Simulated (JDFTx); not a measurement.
An input for a modified build of JDFTx (Ag(100), linear PCM (GLSSA13), water, 1 M NaCl; bohr, hartree) and the course of its log:

```
lattice \
  5.4844024463 0.0000000000 0.0000000000 \
  0.0000000000 5.4844024463 0.0000000000 \
  0.0000000000 0.0000000000 45.7313722159
coords-type Lattice
ion Ag 0.0000000000 0.0000000000 -0.1696016530 0
ion Ag 0.5000000000 0.5000000000 -0.0848008260 0
ion Ag 0.0000000000 0.0000000000 0.0000000000 0
ion Ag 0.5000000000 0.5000000000 0.0848008260 0
ion Ag 0.0000000000 0.0000000000 0.1696016530 0
ion-species pseudo/ag_pbe_v1.4.upf
elec-cutoff 20 100
elec-ex-corr gga-PBE
coulomb-interaction Slab 001
coulomb-truncation-embed 0 0 0
kpoint-folding 8 8 1
elec-smearing Fermi 0.01
elec-n-bands 61
target-mu -0.130093
electronic-scf nIterations 100 energyDiffThreshold 1e-07
fluid LinearPCM
pcm-variant GLSSA13
fluid-solvent H2O
fluid-cation Na+ 1
fluid-anion Cl- 1
fluid-minimize nIterations 400 knormThreshold 1e-09
wavefunction read f0.wfns
elec-initial-eigenvals f0.eigenvals
elec-initial-fillings read f0.fillings
fluid-initial-state f0.fluidState
dump-name f0_u0.$VAR
dump End State Ecomponents EigStats BandEigs Forces ElecDensity IonicPositions Fillings Kpoints Dtot FluidDebug BoundCharge FluidDensity
```

```
[one cycle in 5 is shown, and the last three; fluid-solver lines are left out]
	FillingsUpdate:  mu: -0.130093000  nElectrons: 95.761195
SCF: Cycle:  0   G: -725.376750835717417   dG: +2.497e-01   |Residual|: 3.373e-02   |deigs|: 6.292e-06
	FillingsUpdate:  mu: -0.130093000  nElectrons: 95.091103
SCF: Cycle:  5   G: -725.626930553566581   dG: -1.636e-03   |Residual|: 2.666e-03   |deigs|: 9.836e-04
	FillingsUpdate:  mu: -0.130093000  nElectrons: 94.968501
SCF: Cycle: 10   G: -725.619058253170692   dG: +7.454e-03   |Residual|: 5.489e-03   |deigs|: 1.895e-03
	FillingsUpdate:  mu: -0.130093000  nElectrons: 95.123765
SCF: Cycle: 15   G: -725.626309128621187   dG: -4.491e-03   |Residual|: 2.941e-03   |deigs|: 3.631e-03
	FillingsUpdate:  mu: -0.130093000  nElectrons: 95.069843
SCF: Cycle: 20   G: -725.627198309550749   dG: -1.113e-02   |Residual|: 1.055e-03   |deigs|: 4.066e-03
	FillingsUpdate:  mu: -0.130093000  nElectrons: 95.077474
SCF: Cycle: 25   G: -725.627249979289218   dG: -2.663e-04   |Residual|: 4.968e-04   |deigs|: 4.239e-04
	FillingsUpdate:  mu: -0.130093000  nElectrons: 95.056887
SCF: Cycle: 30   G: -725.626875010616004   dG: -4.244e-05   |Residual|: 1.476e-03   |deigs|: 8.894e-05
	FillingsUpdate:  mu: -0.130093000  nElectrons: 95.104949
SCF: Cycle: 35   G: -725.626790875989059   dG: +4.781e-04   |Residual|: 1.467e-03   |deigs|: 7.024e-04
	FillingsUpdate:  mu: -0.130093000  nElectrons: 95.052596
SCF: Cycle: 40   G: -725.626801316989599   dG: -1.877e-03   |Residual|: 2.039e-03   |deigs|: 2.406e-03
	FillingsUpdate:  mu: -0.130093000  nElectrons: 95.061024
SCF: Cycle: 45   G: -725.626993044812707   dG: +1.200e-05   |Residual|: 1.331e-03   |deigs|: 3.041e-05
	FillingsUpdate:  mu: -0.130093000  nElectrons: 95.055787
SCF: Cycle: 50   G: -725.626918861327113   dG: -1.248e-04   |Residual|: 1.784e-03   |deigs|: 1.599e-03
	FillingsUpdate:  mu: -0.130093000  nElectrons: 95.074933
SCF: Cycle: 55   G: -725.627198530175860   dG: -1.603e-04   |Residual|: 7.262e-04   |deigs|: 2.879e-04
	FillingsUpdate:  mu: -0.130093000  nElectrons: 95.055050
SCF: Cycle: 60   G: -725.626799205620841   dG: -9.656e-05   |Residual|: 1.471e-03   |deigs|: 1.916e-04
	FillingsUpdate:  mu: -0.130093000  nElectrons: 95.057385
SCF: Cycle: 65   G: -725.626898933355278   dG: +3.617e-05   |Residual|: 1.348e-03   |deigs|: 4.384e-05
	FillingsUpdate:  mu: -0.130093000  nElectrons: 95.157990
SCF: Cycle: 70   G: -725.623789760379054   dG: +3.432e-03   |Residual|: 3.770e-03   |deigs|: 2.049e-03
	FillingsUpdate:  mu: -0.130093000  nElectrons: 95.056850
SCF: Cycle: 75   G: -725.626884508263288   dG: +5.377e-05   |Residual|: 1.344e-03   |deigs|: 2.764e-04
	FillingsUpdate:  mu: -0.130093000  nElectrons: 95.066835
SCF: Cycle: 80   G: -725.627118369047821   dG: -2.753e-04   |Residual|: 8.517e-04   |deigs|: 3.202e-04
	FillingsUpdate:  mu: -0.130093000  nElectrons: 95.067381
SCF: Cycle: 85   G: -725.627125518333514   dG: -1.430e-04   |Residual|: 7.864e-04   |deigs|: 2.464e-04
	FillingsUpdate:  mu: -0.130093000  nElectrons: 95.092547
SCF: Cycle: 90   G: -725.627269078444897   dG: -1.187e-04   |Residual|: 8.186e-04   |deigs|: 6.164e-04
	FillingsUpdate:  mu: -0.130093000  nElectrons: 95.008543
SCF: Cycle: 95   G: -725.624262529653720   dG: +2.644e-03   |Residual|: 3.765e-03   |deigs|: 2.107e-03
	FillingsUpdate:  mu: -0.130093000  nElectrons: 95.086814
SCF: Cycle: 97   G: -725.627273894084965   dG: -1.465e-04   |Residual|: 6.951e-04   |deigs|: 4.996e-04
	FillingsUpdate:  mu: -0.130093000  nElectrons: 95.100801
SCF: Cycle: 98   G: -725.626956646372946   dG: +3.172e-04   |Residual|: 1.286e-03   |deigs|: 6.074e-04
	FillingsUpdate:  mu: -0.130093000  nElectrons: 95.049797
SCF: Cycle: 99   G: -725.626723474987898   dG: +2.332e-04   |Residual|: 1.952e-03   |deigs|: 1.351e-03
SCF: None of the convergence criteria satisfied after 100 iterations.
IonicMinimize: Iter:   0  G: -725.626723474987898  |grad|_K:  0.000e+00
IonicMinimize: Converged (|grad|_K<1.000000e-04).
```

This run gave no converged result. The electronic loop ended without meeting its threshold, so the last energy, electron count and forces aren't results.
